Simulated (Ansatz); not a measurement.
Here is an unrelaxed guess for Si3Br.

Space group Fm-3m (No. 225). a = 7.225 Å, b = 7.225 Å, c = 7.225 Å, α = 90.00°, β = 90.00°, γ = 90.00°
| atom | site | symmetry | x | y | z |
| --- | --- | --- | --- | --- | --- |
| Si | 8c | -43m | 0.2500 | 0.7500 | 0.7500 |
| Si | 4b | m-3m | 0.5000 | 0.0000 | 0.0000 |
| Br | 4a | m-3m | 0.0000 | 0.0000 | 0.0000 |

Theory: Ansatz 0.2.0, DFT PBE, scalar-relativistic, plane waves, PAW. Plane waves to 420 eV, a k mesh through Γ of 4×4×4 on the computed 4-atom cell and Gaussian smearing (0.10 eV); no spin polarisation.

Formation energies are uncorrected and refer to the elements' standard structures at the same level. The references include crystalline Br.

Problem. Estimate its pressure, forces and energy as it stands.

Solution. The pressure is -9.2 GPa (it wants to contract), the largest force is 0.00 eV/Å (symmetry fixes the atoms), and the energy is +1.02 eV/atom against the elements. The shortest distance is 3.13 Å.

Problem. Is it a good guess?

Solution. A rough one: relaxing gains about 0.27 eV/atom (the start's value is from the coarse mesh, so the gain is rough) in 9 ionic steps and ends at +0.75 eV/atom on the finer mesh. The symmetry stays Fm-3m (No. 225). The end has the BiF3 (D0_3) type. The volume per atom shrinks by 24.2 %, from 23.6 to 17.9 Å³. The shortest distance goes from 3.13 Å (Si–Br and Si–Si) to 2.85 Å (Si–Br and Si–Si). Conventional cell: a = 6.589 Å. Around Si on a site of symmetry -43m lie 4 Br at 2.85 Å, 4 Si at 2.85 Å and 6 Si at 3.29 Å; Si on a site of symmetry m-3m is surrounded by 8 Si at 2.85 Å and 6 Br at 3.29 Å; Br is surrounded by 8 Si at 2.85 Å and 6 Si at 3.29 Å.

The last run used a 12×12×12 mesh for its 4-atom cell and Gaussian smearing of 0.10 eV. An odd number of electrons in the primitive cell allows no gap without spin; a larger cell or a magnetic state could open one. The cell is a metal run without spin; a magnetic state may lie lower. The reference form of Br is held partly by dispersion forces, which this level lacks. The relaxation can't lower the symmetry of the start, and the grade says only how near the guess is to its own end. A structure relaxed within its symmetry needn't be a true minimum. Another cell of Si3Br relaxed alike, in P-6m2, lies 0.37 eV/atom lower, so this cell isn't the stable form at this level.
